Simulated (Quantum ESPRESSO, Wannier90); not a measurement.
## Wannier functions of LiNbF6 (R-3)

```
begin unit_cell_cart
ang
   -2.5573151059    4.4293996943    0.0000000000
   -5.1146302118    0.0000000000    0.0000000000
   -2.5573151059    1.4764665648    4.5570030000
end unit_cell_cart
begin atoms_frac
Li   0.5000000000  0.5000000000  0.5000000000
Nb   0.0000000000  0.0000000000  0.0000000000
F    0.3635500000 -0.2467530000 -0.2449470000
F   -0.3635500000  0.2467530000  0.2449470000
F   -0.2467530000  0.1281500000 -0.2449470000
F    0.2467530000 -0.1281500000  0.2449470000
F    0.1281500000  0.3635500000 -0.2449470000
F   -0.1281500000 -0.3635500000  0.2449470000
end atoms_frac
```

Structure: Materials Project mp-1078799, symmetrised, not relaxed again. Not found in the COD (Crystallography Open Database) copy used; not checked further. Method: PBEsol plane waves in Quantum ESPRESSO 7.5 (PseudoDojo norm-conserving files, 68 Ry, spinors with spin-orbit coupling), Bloch states on a 4×4×4 mesh through Γ, Wannier90 4.0.1. Density: 8×8×8 mesh, Gaussian smearing 0.01 Ry.

Bands 11-16 form an isolated set from -20.02 to -19.67 eV relative to the valence-band maximum (on the path) and are turned into 6 Wannier functions by minimising the spread from the start: SCDM (isolated).

Where do the functions sit, how wide are they and what are they made of?


| functions | spread (Å²) | nearest atom, distance (Å) | second atom, distance (Å) | weight on atomic waves |
|---|---|---|---|---|
| 6 | 3.68 | Nb 0.00 | F 1.93 | F 2s 86 %, Nb 4d 8 %, Nb 5s 4 % |

Ω_I = 21.75 Å², Ω_total = 22.09 Å²; the interpolated bands follow pw.x to 0.4 meV rms on the path. Only this start was tried; a symmetric start can stop on a saddle, and mixtures of these functions could lower the total by at most Ω_total − Ω_I.
